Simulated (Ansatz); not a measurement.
MoSe:
```cif
data_Mo6Se6
_chemical_formula_sum 'Mo6 Se6'
_space_group_name_H-M_alt 'P63/mcm'
_space_group_IT_number 193
_space_group_name_Hall '-P 6c 2'
_cell_length_a 8.75201
_cell_length_b 8.75201
_cell_length_c 4.42379
_cell_angle_alpha 90.000
_cell_angle_beta 90.000
_cell_angle_gamma 120.000
loop_
_atom_site_label
_atom_site_type_symbol
_atom_site_symmetry_multiplicity
_atom_site_Wyckoff_symbol
_atom_site_fract_x
_atom_site_fract_y
_atom_site_fract_z
_atom_site_occupancy
Mo1 Mo 6 g 0.17941 0.17941 0.75000 1
Se1 Se 6 g 0.34351 0.34351 0.25000 1
```

Relaxed at zero pressure with DFT-PBE+D3(BJ) in the program Ansatz with PAW potentials.

Question: The volume is raised by 6 % and shape and atoms relax at that volume. What pressure results, and how do the axes share the change?

Answer: -0.8 GPa; a 2.9 %, b 2.9 %, c 0.1 %; the energy rises by 4 meV/atom.

Question: Give the new structure.

Answer: 
Space group P6₃/mcm (No. 193); a = b = 9.0074 Å, c = 4.4270 Å, α = β = 90.00°, γ = 120.00°

| atom | site | symmetry | x | y | z |
|---|---|---|---|---|---|
| Mo | 6g | m2m | 0.1745 | 0.1745 | 0.7500 |
| Se | 6g | m2m | 0.3347 | 0.3347 | 0.2500 |

The phase is kept; no other phase was compared at this pressure.

Space group P6_3/mcm. The start of the workflow was typed in or built on a structure type; neither database checked (COD, Materials Project) lists it. Whether it is the stable phase at ambient conditions was not checked. The cell was relaxed with PBE+D3(BJ) under the symmetry of its start; its stability against distortions is not shown here. The workflow began spin-polarised and lost its moments.

Potentials: the later of the program's two PAW sets.
